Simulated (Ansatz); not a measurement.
TiS₂:
```cif
data_S32Ti16
_chemical_formula_sum 'Ti16 S32'
_space_group_name_H-M_alt 'Fd-3m :1'
_space_group_IT_number 227
_space_group_name_Hall 'F 4d 2 3 -1d'
_cell_length_a 9.61952
_cell_length_b 9.61952
_cell_length_c 9.61952
_cell_angle_alpha 90.000
_cell_angle_beta 90.000
_cell_angle_gamma 90.000
loop_
_atom_site_label
_atom_site_type_symbol
_atom_site_symmetry_multiplicity
_atom_site_Wyckoff_symbol
_atom_site_fract_x
_atom_site_fract_y
_atom_site_fract_z
_atom_site_occupancy
Ti1 Ti 16 c 0.12500 0.12500 0.12500 1
S1 S 32 e 0.37502 0.37502 0.37502 1
```
(The calculation used a cell of 12 atoms; values per cell refer to that cell.)

Relaxed with PBEsol.

Question: Which orbitals make up the states near the Fermi level in the program Ansatz at the PBEsol level (PAW)?

Answer: Within 0.5 eV of the Fermi level: Ti 3d 50 %, S 3p 46 %. Projections are on Löwdin-orthogonalised atomic valence shells; empty p or d shells of many metals are not among them.

Question: Tabulate the density of states.

Answer: States/eV per cell of 12 atoms, in 0.25 eV bins, energy from the Fermi level.

| E (eV) | total | S 3p | Ti 3d | S 3s |
|---|---|---|---|---|
| -7.85 | 0.00 | 0.00 | 0.00 | 0.00 |
| -7.60 | 0.00 | 0.00 | 0.00 | 0.00 |
| -7.35 | 0.00 | 0.00 | 0.00 | 0.00 |
| -7.10 | 0.00 | 0.00 | 0.00 | 0.00 |
| -6.85 | 0.00 | 0.00 | 0.00 | 0.00 |
| -6.60 | 0.00 | 0.00 | 0.00 | 0.00 |
| -6.35 | 0.00 | 0.00 | 0.00 | 0.00 |
| -6.10 | 0.00 | 0.00 | 0.00 | 0.00 |
| -5.85 | 0.00 | 0.00 | 0.00 | 0.00 |
| -5.60 | 0.06 | 0.04 | 0.01 | 0.00 |
| -5.35 | 1.83 | 1.28 | 0.32 | 0.03 |
| -5.10 | 3.75 | 2.64 | 0.65 | 0.08 |
| -4.85 | 6.68 | 4.72 | 1.18 | 0.15 |
| -4.60 | 9.61 | 6.85 | 1.79 | 0.21 |
| -4.35 | 15.69 | 12.52 | 2.27 | 0.19 |
| -4.10 | 10.53 | 8.35 | 1.42 | 0.26 |
| -3.85 | 7.08 | 5.19 | 1.25 | 0.26 |
| -3.60 | 7.06 | 4.93 | 1.47 | 0.32 |
| -3.35 | 8.82 | 5.80 | 2.34 | 0.32 |
| -3.10 | 13.08 | 8.96 | 3.52 | 0.23 |
| -2.85 | 14.34 | 8.98 | 5.00 | 0.10 |
| -2.60 | 13.71 | 8.66 | 4.63 | 0.15 |
| -2.35 | 11.44 | 8.14 | 2.63 | 0.31 |
| -2.10 | 12.59 | 9.31 | 2.51 | 0.39 |
| -1.85 | 13.80 | 10.29 | 2.61 | 0.51 |
| -1.60 | 8.83 | 7.16 | 1.21 | 0.22 |
| -1.35 | 11.71 | 9.68 | 1.56 | 0.17 |
| -1.10 | 7.71 | 6.38 | 1.06 | 0.08 |
| -0.85 | 4.43 | 3.60 | 0.67 | 0.07 |
| -0.60 | 4.64 | 3.71 | 0.79 | 0.06 |
| -0.35 | 3.78 | 2.74 | 0.94 | 0.04 |
| -0.10 | 0.82 | 0.49 | 0.31 | 0.00 |
| 0.15 | 1.63 | 0.62 | 0.93 | 0.01 |
| 0.40 | 5.30 | 1.17 | 3.87 | 0.04 |
| 0.65 | 7.59 | 1.35 | 5.91 | 0.06 |
| 0.90 | 8.20 | 1.56 | 6.32 | 0.07 |
| 1.15 | 8.44 | 1.77 | 6.39 | 0.06 |
| 1.40 | 12.38 | 2.54 | 9.46 | 0.09 |
| 1.65 | 19.51 | 2.81 | 16.32 | 0.06 |
| 1.90 | 19.23 | 2.59 | 16.07 | 0.06 |
| 2.15 | 13.69 | 2.77 | 10.59 | 0.03 |
| 2.40 | 0.05 | 0.01 | 0.03 | 0.00 |
| 2.65 | 0.44 | 0.12 | 0.27 | 0.01 |
| 2.90 | 3.84 | 1.12 | 2.24 | 0.10 |
| 3.15 | 8.00 | 2.49 | 4.59 | 0.32 |
| 3.40 | 10.91 | 3.75 | 6.12 | 0.37 |
| 3.65 | 16.93 | 6.56 | 9.24 | 0.40 |
| 3.90 | 8.35 | 3.19 | 4.53 | 0.27 |
| 4.15 | 9.86 | 3.15 | 5.56 | 0.68 |
| 4.40 | 5.10 | 1.78 | 2.71 | 0.29 |
| 4.65 | 0.57 | 0.20 | 0.28 | 0.03 |

The first step of the workflow began from a Materials Project structure, measured or hypothetical; the Crystallography Open Database copy checked does not list it. It is not the phase usual at ambient conditions (space group No. 164). Symmetry was held in the PBEsol relaxation; whether a distortion lowers the energy is not shown. No spin polarisation was allowed. A small band overlap can be real or an error of a semilocal functional.

Potentials: the later of the program's two PAW sets.
